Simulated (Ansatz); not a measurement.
Ga (α-Ga, Cmce) under volume change, r²SCAN in the plane-wave PAW code Ansatz, shape and atoms relaxed at each volume.

```
V (Å³/atom)  E − E(relaxed) (meV/atom)  P (GPa)
-----------  -------------------------  -------
17.499                            36.4     7.39
18.076                            15.2     4.47
18.653                             3.6     2.05
19.230                             0.0     0.00
19.807                             3.2    -1.72
20.384                            12.0    -3.16
20.961                            25.6    -4.35
```

Question: What does a third-order Birch–Murnaghan fit give for V₀, B₀ and B′?

Answer: V₀ = 19.23 Å³/atom, B₀ = 62.3 GPa, B′ = 4.9.

The r²SCAN relaxation kept the symmetry of its start; of distortions, only those at the zone centre were tested.

Potentials: the earlier of the program's two PAW sets.
